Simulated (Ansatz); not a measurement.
Starting cell, CoSi2 (fluorite type, space group Fm-3m):

```yaml
crystal:
  lattice:
    - [0.00000, 5.35966, 5.35966]
    - [2.67983, 0.00000, 2.67983]
    - [2.67983, 2.67983, 0.00000]
  atoms:
    - { symbol: Co, position: [0.00000, 0.00000, 0.00000] }
    - { symbol: Co, position: [0.50000, 0.00000, 0.00000] }
    - { symbol: Si, position: [0.12500, 0.25000, 0.25000] }
    - { symbol: Si, position: [0.62500, 0.25000, 0.25000] }
    - { symbol: Si, position: [0.37500, 0.75000, 0.75000] }
    - { symbol: Si, position: [0.87500, 0.75000, 0.75000] }
```

In each cell atom 5 (Si, nearest neighbour Co at 2.321 Å; its periodic images, 3.8 Å or more away, move with it) moves by s·(0.707, 0.707, 0.000) (along Cartesian [110]), the rest being held.

Level of theory: PBE (plane waves to 420 eV, PAW, scalar-relativistic; Ansatz, an electronic-structure program). k mesh 6×12×12 (Γ-centred), Fermi-Dirac smearing 0.05 eV. The energy includes the smearing's −TS. With partly filled bands, energies and forces of such displacements shift with the k mesh and the smearing. F⊥ is the part of the force across the line. CoSi2 is run without spin polarisation. CoSi2 was relaxed with its symmetry unable to fall. The zero of ΔE is the undisplaced structure.

Question: What ΔE (eV/cell) and |F⊥| (eV/Å) does the calculation give at s (Å) = -0.460, -0.276, -0.092, 0.276, 0.460?

Answer: 
```csv
s (Å),ΔE (eV/cell),|F⊥| (eV/Å)
-0.460,1.063,2.534
-0.276,0.356,0.837
-0.092,0.038,0.087
0.276,0.356,0.837
0.460,1.063,2.534
```

(For displaced atoms, the force is minus the slope of the energy, and its curvature is a force constant, which sets phonon frequencies.)
